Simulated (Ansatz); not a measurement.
Mo (bcc, W type)

Space group Im-3m (No. 229); a = 3.151 Å, b = 3.151 Å, c = 3.151 Å, α = 90.00°, β = 90.00°, γ = 90.00°

```
atom  site  symmetry       x       y       z
----  ----  --------  ------  ------  ------
Mo      2a      m-3m  0.0000  0.0000  0.0000
```
(The calculation used a cell of 1 atom; values per cell refer to that cell.)

Two coordinates are scanned: the volume, and the ratio of the stretch along z (the conventional c axis) to the stretch across it. Atoms keep their fractional coordinates.

Computed with r2SCAN (plane waves to 500 eV, PAW, scalar-relativistic; Ansatz, a first-principles code). k mesh 21×21×21 (Γ-centred), Fermi-Dirac smearing 0.05 eV. E stands for the smeared free energy. With partly filled bands, the response to shear is sensitive to the k mesh, so small differences along c/a are uncertain. Mo is run without spin polarisation. Mo was relaxed with its symmetry unable to fall. ΔE is measured from the relaxed starting cell.

Problem. What ΔE (meV/atom) does the calculation give at all points of the grid V/V₀ = 0.960, 0.973, 0.987, 1.000, 1.013, 1.027, 1.040 by (c/a)/(c/a)₀ = 0.960, 0.973, 0.987, 1.000, 1.013, 1.027, 1.040?

Solution. ΔE (meV/atom), with V/V₀ across and (c/a)/(c/a)₀ down:

```csv
(c/a)/(c/a)₀ \ V/V₀,0.960,0.973,0.987,1.000,1.013,1.027,1.040
0.960,41,28,20,17,19,26,36
0.973,31,18,10,7,10,16,27
0.987,25,12,4,2,4,11,22
1.000,23,10,2,0,2,9,20
1.013,25,12,4,2,4,11,21
1.027,30,17,10,7,9,16,26
1.040,39,26,18,16,18,24,35
```

(A scan under strain: stresses follow from slopes of the energy per volume, elastic moduli from its curvatures.)
